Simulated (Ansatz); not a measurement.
# Mechanical response of Sb (R-3m)

```
CELL_PARAMETERS angstrom
2.16026 1.24723 3.68554
-2.16026 1.24723 3.68554
0.00000 -2.49445 3.68554
ATOMIC_POSITIONS crystal
Sb 0.23590 0.23590 0.23590
Sb 0.76410 0.76410 0.76410
```

Level of theory, where no other is named: PBEsol, PAW on Ansatz 0.2.0's default frozen-core files (fitted under PBE), scalar-relativistic. k mesh 14×14×14, strains of ±0.003, Fermi-Dirac smearing of 0.050 eV, cutoff 420 eV. The cell was relaxed by PAW under this functional.

The cell is trigonal and carries a residual pressure of 0.00 GPa at this level. Each strain component that symmetry leaves independent is applied at ±0.003 and ±0.006, the ions relax wherever a strain frees them, and the stress (tension positive, GPa) is read. Shears are engineering strains, γ = 2ε.

```csv
strain,size,σxx,σyy,σzz,σyz,σxz,σxy
xx,-0.006,-0.6202,-0.1581,-0.1746,0.1549,0.0000,0.0000
xx,-0.003,-0.3086,-0.0785,-0.0865,0.0763,0.0000,0.0000
xx,+0.003,0.3062,0.0790,0.0803,-0.0737,0.0000,0.0000
xx,+0.006,0.6077,0.1572,0.1591,-0.1444,0.0000,0.0000
zz,-0.006,-0.1707,-0.1707,-0.3291,0.0000,0.0000,0.0000
zz,-0.003,-0.0839,-0.0839,-0.1630,0.0000,0.0000,0.0000
zz,+0.003,0.0827,0.0827,0.1552,0.0000,0.0000,0.0000
zz,+0.006,0.1628,0.1628,0.3073,0.0000,0.0000,0.0000
yz,-0.006,0.1487,-0.1574,-0.0059,-0.2599,0.0000,0.0000
yz,-0.003,0.0751,-0.0765,-0.0027,-0.1294,0.0000,0.0000
yz,+0.003,-0.0749,0.0735,-0.0027,0.1280,0.0000,0.0000
yz,+0.006,-0.1509,0.1424,-0.0060,0.2542,0.0000,0.0000
```

The slope is [8(σ(+δ) − σ(−δ)) − (σ(+2δ) − σ(−2δ))]/(12δ), and the program imposes the crystal's symmetry on the matrix.

Question: What are the independent elastic constants?

Answer: C11 = 102.5, C12 = 26.2, C13 = 27.8, C14 = -25.0, C33 = 53.0, C44 = 42.9 GPa.

Question: Is the crystal stable against homogeneous strain?

Answer: The least eigenvalue of the 6×6 matrix is 15.4 GPa, so yes.

Question: What moduli does a random aggregate of grains have?

Answer: Voigt and Reuss bounds: B from 42.7 to 46.9 and G from 23.4 to 36.5 GPa; their means are B = 44.8 and G = 30.0 GPa. Then E = 9BG/(3B + G) = 73.5 GPa, ν = (3B − 2G)/(6B + 2G) = 0.226 and B/G = 1.49, on the brittle side of Pugh's 1.75 (a rule of thumb).

Question: With the density of 6.787 g/cm³, how fast does sound travel, and what Debye temperature follows?

Answer: 

| direction | slow (m/s) | middle (m/s) | fast (m/s) |
| --- | --- | --- | --- |
| x | 1506 | 3110 | 3887 |
| y | 2232 | 2371 | 4055 |
| z | 2514 | 2514 | 2796 |

The mean of v⁻³ over directions and branches gives v_m = 2198 m/s and θ_D = (ħ/k_B) v_m (6π²n)^(1/3) = 211 K, n being atoms per volume. Young's modulus spans 41 to 136 GPa over directions, and the universal anisotropy index is 2.90.

Known limits: frozen-core PAW files fitted under PBE, their cores solved anew for the functional of the run; responses of metals move with mesh and smearing; elastic stability says nothing of phonons or of other phases.
